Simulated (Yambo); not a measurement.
Convergence of the G0W0 gap of Rb$_{2}$LiScCl$_{6}$

G0W0@PBEsol for Rb₂LiScCl₆ (space group Fm-3m, No. 225) in Yambo. Reference settings: 2×2×2 Γ-centred k mesh, bands 3 to 377 and a 7 Ry block in the screening, 377 bands in G with the Bruneval-Gonze terminator, plasmon pole fitted at 27.2 eV. The PBEsol gap Γ → Γ on this mesh is 3.72 eV; G0W0 gaps are taken between the same points.

```
change from the reference       G0W0 gap Γ → Γ (eV)  shift of the valence edge (eV)        rough Yambo cost
------------------------------  -------------------  ------------------------------  ----------------------
reference settings                             7.24                           -1.68                       1
139 bands in W, 139 bands in G                 7.25                           -1.45               about 1/3
240 bands in W, 240 bands in G                 7.23                           -1.60  within a factor of two
139 bands in G                                 7.21                           -1.61                       –
240 bands in G                                 7.23                           -1.66                       –
171 bands in W                                 7.25                           -1.55  within a factor of two
1 Ry block                                     7.64                           -1.33  within a factor of two
3 Ry block                                     7.18                           -1.43  within a factor of two
6 Ry block                                     7.23                           -1.67  within a factor of two
pole fitted at 40 eV                           7.27                           -1.72                       –
no random integration                          7.13                           -1.43                       –
139 bands in G, no terminator                  7.39                           -1.16                       –
240 bands in G, no terminator                  7.40                           -1.43                       –
no terminator                                  7.37                           -1.56                       –
```

The reference isn't shown to be the converged limit. Costs are rough (shared machines), scaled to the same edge states, and given only for runs that recompute the screening.

Geometry of the Materials Project entry, not relaxed at this level; primitive cell a = b = c = 7.235 Å, α = β = γ = 60.00°.

The structure is a Materials Project entry; no match was found in the copy of COD used, and its stability was not checked.

A shift is the quasiparticle energy of the state minus its PBEsol energy.
